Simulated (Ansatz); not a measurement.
CdS (wurtzite)

```
CdS
1.0
    4.16433     0.00000     0.00000
   -2.08216     3.60641     0.00000
    0.00000     0.00000     6.76883
Cd S
2 2
Direct
  0.66667   0.33333   0.00098
  0.33333   0.66667   0.50098
  0.66667   0.33333   0.62422
  0.33333   0.66667   0.12422
```

The volume is varied about the relaxed value V₀ at fixed cell shape. The atoms relax within the cell's symmetry.

The numbers are results of r2SCAN (plane waves to 500 eV, PAW, scalar-relativistic; Ansatz, a quantum-chemistry and plane-wave program), not measurements. k mesh 9×9×5 (Γ-centred), Fermi-Dirac smearing 0.05 eV. Compression counts positive. CdS was relaxed with its symmetry unable to fall. The PAW data are Ansatz's earlier set.

At one point of the scan the stress tensor (GPa) is:

```
   -6.4      0.0      0.0
    0.0     -6.4      0.0
    0.0      0.0     -6.4
```

Question: Which point is it?
(A) V/V₀ = 1.080
(B) V/V₀ = 1.120
(C) V/V₀ = 1.040
(D) V/V₀ = 1.160

Answer: D, V/V₀ = 1.160

(A scan under strain: stresses follow from slopes of the energy per volume, elastic moduli from its curvatures.)
